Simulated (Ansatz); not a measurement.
CoSbS:
```cif
data_Co2S2Sb2
_chemical_formula_sum 'Co2 Sb2 S2'
_space_group_name_H-M_alt 'P 1'
_space_group_IT_number 1
_cell_length_a 3.58248
_cell_length_b 4.78922
_cell_length_c 5.75314
_cell_angle_alpha 90.000
_cell_angle_beta 90.000
_cell_angle_gamma 90.000
loop_
_space_group_symop_operation_xyz
  'x, y, z'
loop_
_atom_site_label
_atom_site_type_symbol
_atom_site_fract_x
_atom_site_fract_y
_atom_site_fract_z
_atom_site_occupancy
Co1 Co 0.00000 0.28632 0.99900 1
Co2 Co 0.50000 0.71368 0.49900 1
Sb1 Sb 0.00000 0.03457 0.37119 1
Sb2 Sb 0.50000 0.96543 0.87119 1
S1 S 0.00000 0.46117 0.63750 1
S2 S 0.50000 0.53883 0.13750 1
```

Relaxed with PBEsol.

Tabulate the valence density and the electron localisation function along the shortest Co–Sb contact (2.46 Å), DFT-PBEsol in the program Ansatz with PAW potentials.



```csv
distance from Co (Å),density (e/Å³),ELF
0.25,31.66,0.95
0.37,16.11,0.85
0.49,7.13,0.59
0.61,3.07,0.32
0.74,1.44,0.18
0.86,0.80,0.15
0.98,0.56,0.21
1.11,0.50,0.37
1.23,0.51,0.51
1.35,0.57,0.50
1.47,0.70,0.43
1.60,0.94,0.36
1.72,1.54,0.26
1.84,2.93,0.14
1.97,5.77,0.04
2.09,10.39,0.01
2.21,16.14,0.00
```

The density is the valence pseudo-density with augmentation charge, so density and ELF within about 1 Å of a nucleus are not all-electron values.

Space group Pmn2_1. The workflow started from an entry of the Crystallography Open Database (COD), which files this formula under 2 space groups. Its standing as an ambient phase is unchecked. The cell was relaxed with PBEsol under the symmetry of its start; whether a distortion lowers the energy is not shown. The workflow began spin-polarised and lost its moments. Spin–orbit coupling is left out wherever it is not named.

Potentials: the later of the program's two PAW sets.
